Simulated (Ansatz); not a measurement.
An Ansatz (a first-principles code) run. Input:

Ansatz 0.2 input:
```yaml
crystal:
  lattice:
    - [-2.5355400063, 2.5355400063, 2.5355400063]
    - [2.5355400063, -2.5355400063, 2.5355400063]
    - [2.5355400063, 2.5355400063, -2.5355400063]
  atoms:
    - { symbol: Ba, position: [0.0, 0.0, 0.0] }
kpoints:
  mp_grid: { grid: [12, 12, 12] }
hamiltonian:
  xc: r2scan
  pseudopotentials: { kind: paw }
scf:
  occupations: { method: fermi_dirac, width: 0.1 }
phonons:
  method: dfpt
  response_accuracy: low
  qmesh: [4, 4, 4]
  interpolated_qmesh: [15, 15, 15]
  dielectric: false
  rigid_motions: translations
  temperatures: { t_max: 1000, t_step: 50 }
  qpath:
    path:
      - [[0.0, 0.0, 0.0], [0.5, -0.5, 0.5], [0.0, 0.0, 0.5], [0.0, 0.0, 0.0], [0.25, 0.25, 0.25], [0.5, -0.5, 0.5]]  # Γ-H-N-Γ-P-H
      - [[0.25, 0.25, 0.25], [0.0, 0.0, 0.5]]  # P-N
    npoints: 13
```

Output (shortened):

```
Pseudopotential: Ba, paw, valence charge 10
Functional definition: r2SCAN
Crystal: 1 atoms, lattice volume = 65.204 Å³
Basis set: ecut = 500 eV, 1601 PW (Γ), exchange–correlation on 180×180×180 points (125 copies of the dense FFT grid, shifted against one another)
Bands: 9, of which v1, the nominal top of the filled ones, is band 5 counted from 1 (4 counted from 0)
Symmetry: 48 space group operations
k-points: 163 of 1728 (irreducible under 8 space group operations, time reversal used)
SCF iter   1: F=—  HF=-5964.435804 eV  |F-HF|=—  |Δ(HF+E_count)|=         —  Δρ=2.89e-3  dr2=1.01e-2  dr2_τ=1.07e-3  ethr=1.77e-3  ⟨swp⟩=7.5  Hψ=14237  notcnv=0
preconditioner: auto → Kerker (q_TF=auto, 1.996 Å⁻¹)
SCF iter   2: F=—  HF=-5964.480721 eV  |F-HF|=—  |Δ(HF+E_count)|=   4.49e-2  Δρ=1.74e-3  dr2=3.96e-3  dr2_τ=1.47e-4  ethr=1.01e-4  ⟨swp⟩=2.0  Hψ=4076  notcnv=0
SCF iter   3: F=—  HF=-5964.479916 eV  |F-HF|=—  |Δ(HF+E_count)|=   8.05e-4  Δρ=4.91e-4  dr2=3.70e-4  dr2_τ=1.33e-5  ethr=3.96e-5  ⟨swp⟩=2.2  Hψ=2758  notcnv=0
SCF iter   4: F=—  HF=-5964.480091 eV  |F-HF|=—  |Δ(HF+E_count)|=   1.74e-4  Δρ=1.41e-4  dr2=1.99e-5  dr2_τ=2.44e-7  ethr=3.70e-6  ⟨swp⟩=2.4  Hψ=2365  notcnv=0
SCF iter   5: F=—  HF=-5964.480089 eV  |F-HF|=—  |Δ(HF+E_count)|=   1.19e-6  Δρ=2.68e-5  dr2=5.47e-7  dr2_τ=4.97e-8  ethr=1.99e-7  ⟨swp⟩=2.3  Hψ=2164  notcnv=0
SCF iter   6: F=—  HF=-5964.480090 eV  |F-HF|=—  |Δ(HF+E_count)|=   5.19e-7  Δρ=9.04e-6  dr2=6.41e-8  dr2_τ=1.28e-9  ethr=5.47e-9  ⟨swp⟩=2.8  Hψ=2440  notcnv=0
SCF iter   7: F=—  HF=-5964.480090 eV  |F-HF|=—  |Δ(HF+E_count)|=   4.99e-8  Δρ=1.95e-6  dr2=3.22e-9  dr2_τ=8.94e-11  ethr=6.41e-10  ⟨swp⟩=3.0  Hψ=2394  notcnv=0
SCF iter   8: F=—  HF=-5964.480090 eV  |F-HF|=—  |Δ(HF+E_count)|=   4.74e-9  Δρ=2.15e-7  dr2=3.54e-11  dr2_τ=1.03e-12  ethr=3.22e-11  ⟨swp⟩=2.8  Hψ=2641  notcnv=0
SCF iter   9: F=-5964.480090 eV  HF=-5964.480090 eV  |F-HF|=3.64e-12  |Δ(HF+E_count)|=  8.82e-11  Δρ=6.67e-8  dr2=2.93e-12  dr2_τ=1.39e-13  ethr=1.00e-12  ⟨swp⟩=6.3  Hψ=6966  notcnv=0
SCF 1 converged in 9 iterations: F = -5964.480090 eV  dr2 = 2.93e-12
DFPT response loops at Γ: preconditioner auto → Kerker (q_TF=auto, 1.996 Å⁻¹) (partly filled bands, converged f_vac=0.000) …
NSCF: frozen V_eff on 72 k-points
NSCF: frozen V_eff on 1872 k-points
DFPT response loops at q = (0, 0, 0.25) (fractional): mixed as the last ones told, above
NSCF: frozen V_eff on 952 k-points
DFPT response loops at q = (0, 0, -0.5) (fractional): mixed as the last ones told, above
NSCF: frozen V_eff on 3456 k-points
DFPT response loops at q = (0, 0.25, 0.25) (fractional): mixed as the last ones told, above
NSCF: frozen V_eff on 524 k-points
DFPT response loops at q = (0.25, 0.25, 0.25) (fractional): mixed as the last ones told, above
NSCF: frozen V_eff on 1020 k-points
DFPT response loops at q = (0.25, 0.25, -0.25) (fractional): mixed as the last ones told, above
NSCF: frozen V_eff on 1872 k-points
DFPT response loops at q = (0.25, -0.5, -0.5) (fractional): mixed as the last ones told, above
NSCF: frozen V_eff on 326 k-points
DFPT response loops at q = (-0.5, -0.5, -0.5) (fractional): mixed as the last ones told, above
SCF converged after 9 iterations
Free energy (F): -5964.480090 eV
Harris-Foulkes:  -5964.480090 eV  (|F-HF|=3.64e-12)
Internal energy: -5964.436815 eV  (E = F + TS)
E sigma→0 (E₀):  -5964.458453 eV
Entropy (-TS):   -0.043275 eV (-43.275 meV/atom)
Fermi energy:    5.662078 eV
--- Per-component energies (eV) ---
  E_band       = -93.007380
  E_kinetic    = 166.140854
  E_local      = -384.252858  (includes V_loc(G=0)·N_el)
  E_nonlocal   = 55.795042
  E_hartree    = 121.015494
  E_xc         = -154.935930
  E_vxc        = -144.617538  (∫ρ·V_xc dr)
  E_paw        = -5251.578404  (= ΣΔE_a)
  E_vpaw       = -35.296009  (= ΣTr[D̂ρ^β])
  E_aug_tail   = -0.000001  (compensation charges beyond the density's cutoff)
  E_vtau       = 7.192129  (kinetic-family band-sum trace: ∫τ·v_τ [+ j·A + Jᵃ·Aᵃ] dr)
  E_ewald      = -516.691428
  E_core_change = 0.070416  (= ΣΔE_core)
  E_smearing   = -0.043275  (= −TS)
  E_closure    = 0.000000  (closes the sum)
  Σ components = -5964.480090   (vs F -5964.480090, Δ=0.00e0)
  [band-id]    e_kinetic+e_local+e_nonlocal+2·e_hartree+e_vxc+e_vpaw+e_augmentation_tail+e_vtau = -93.007393   (vs E_band -93.007380, Δ=-1.26e-5)
--- Band table (eV; the first three rows and the last of 163) ---
  k-point 0: bands = ["-24.2947", "-8.8636", "-8.8636", "-8.8636", "2.8079", "7.7532", "7.7532", "7.7532", "9.0607"]
  k-point 1: bands = ["-24.2920", "-8.8940", "-8.8727", "-8.8639", "2.9387", "7.6315", "7.6715", "7.8771", "8.8509"]
  k-point 2: bands = ["-24.2846", "-8.9757", "-8.8973", "-8.8646", "3.3078", "7.3393", "7.3476", "8.2419", "8.7055"]
  k-point 162: bands = ["-24.2248", "-9.1519", "-9.1519", "-9.1519", "5.0859", "5.0859", "9.8823", "9.8823", "9.8823"]
--- Phonons (Γ-DFPT): 1 representative perturbation + reference, on 163 of 1728 k-points (Σ response iterations 6) ---
  ASR residual: 2.437e-4 → 0.000e0 eV/Å²; symmetrization residual: 4.878e-19 eV/Å²
  ASR residual per site (eV/Å²): 2.44e-4
  Γ frequencies (cm⁻¹): 0.00 0.00 0.00
  non-analytic LO–TO correction: not included (Born effective charges unavailable; polar crystals …
--- Phonons (arbitrary-q DFPT): 8 irreducible q on the 4×4×4 mesh ---
  q = [0.0000, 0.0000, 0.0000] (star 1, of the zone-centre solve; hermiticity 2.00e-15, symmetrization 1.67e-15):  0.00  0.00 0.00
  q = [0.0000, 0.0000, 0.2500] (star 12, 2 solved perturbations in 1446 linear systems a pass and spin channel, the states on 936 of 1728 k-point pairs; hermiticity 8.11e-13, symmetrization 3.02e-13): 20.29 33.79 50.60
  q = [0.0000, 0.0000, -0.5000] (star 6, 2 solved perturbations in 756 linear systems a pass and spin channel, the states on 476 of 1728 k-point pairs; hermiticity 5.33e-13, symmetrization 4.59e-13): 28.41 47.78 73.14
  q = [0.0000, 0.2500, 0.2500] (star 24, 2 solved perturbations in 2664 linear systems a pass and spin channel, the states on 1728 of 1728 k-point pairs; hermiticity 4.59e-5, symmetrization 1.91e-13): 35.88 53.20 67.44
  q = [0.2500, 0.2500, 0.2500] (star 2, 1 solved perturbation on 262 of 1728 k-point pairs; hermiticity 8.90e-14, symmetrization 2.08e-13): 57.49 57.49 57.49
  q = [0.2500, 0.2500, -0.2500] (star 6, 2 solved perturbations in 804 linear systems a pass and spin channel, the states on 510 of 1728 k-point pairs; hermiticity 3.73e-13, symmetrization 2.33e-13): 46.53 48.35 48.35
  q = [0.2500, -0.5000, -0.5000] (star 12, 2 solved perturbations in 1446 linear systems a pass and spin channel, the states on 936 of 1728 k-point pairs; hermiticity 1.80e-13, symmetrization 1.37e-13): 44.36 60.09 72.60
  q = [-0.5000, -0.5000, -0.5000] (star 1, 1 solved perturbation on 163 of 1728 k-point pairs; hermiticity 1.28e-13, symmetrization 1.66e-13): 72.49 72.49 72.49
  sum rule: each row above includes the acoustic sum rule's correction from the zone centre's row sums; it moved no ω² by more than (0.69 cm⁻¹)²
  mesh force constants: q→R imaginary residual 0.00e0; ASR residual 2.437e-4 → 0.000e0 eV/Å²; symmetrization residual 1.776e-15 eV/Å²
  interpolated dispersion: 80 rows × 3 modes
  density of states and harmonic sums: on the 15×15×15 q-mesh, interpolated from the force constants of a 4×4×4 supercell (no non-analytic term)
  largest difference from the sums on the solved wave vectors: F 1.58e-2 eV, S 1.98e-5 and C_V 3.96e-6 eV/K
  zero-point energy: 0.009187 eV/cell   skipped modes (ω ≤ 0): 3   left out of the sums: 2.96e-4 of the cell's modes …
```

Cost: around 30 core-minutes (rough) on shared cores.

Space group Im-3m (bcc (W type)). The r²SCAN relaxation kept the symmetry of its start. As this level gives no gap, phonon frequencies hold no LO–TO term and depend on the k-mesh and smearing (Fermi–Dirac, 0.1 eV here). Scalar-relativistic: spin–orbit coupling is off unless named, which matters more the heavier the elements.

Potentials: the later of the program's two PAW sets.

Ansatz is a plane-wave DFT program.
